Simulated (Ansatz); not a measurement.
Input:

TiAl:
```cif
data_AlTi
_chemical_formula_sum 'Ti1 Al1'
_space_group_name_H-M_alt 'P4/mmm'
_space_group_IT_number 123
_space_group_name_Hall '-P 4 2'
_cell_length_a 2.76465
_cell_length_b 2.76465
_cell_length_c 4.00335
_cell_angle_alpha 90.000
_cell_angle_beta 90.000
_cell_angle_gamma 90.000
loop_
_atom_site_label
_atom_site_type_symbol
_atom_site_symmetry_multiplicity
_atom_site_Wyckoff_symbol
_atom_site_fract_x
_atom_site_fract_y
_atom_site_fract_z
_atom_site_occupancy
Ti1 Ti 1 d 0.50000 0.50000 0.50000 1
Al1 Al 1 a 0.00000 0.00000 0.00000 1
```

This is the LDA-relaxed structure.

All from LDA in the plane-wave PAW code Ansatz, unless another level is named. Estimate the density of states at the Fermi level.

0.89 states/eV per atom (mean over ±0.08 eV).

What about the formation energy from the elements (no fitted shifts)?

-413 meV/atom.

Symmetry was held in the LDA relaxation; of distortions, only those at the zone centre were tested. No spin polarisation was allowed. The references are the lowest solids computed at this level, not always the standard phases.

Potentials: the earlier of the program's two PAW sets.
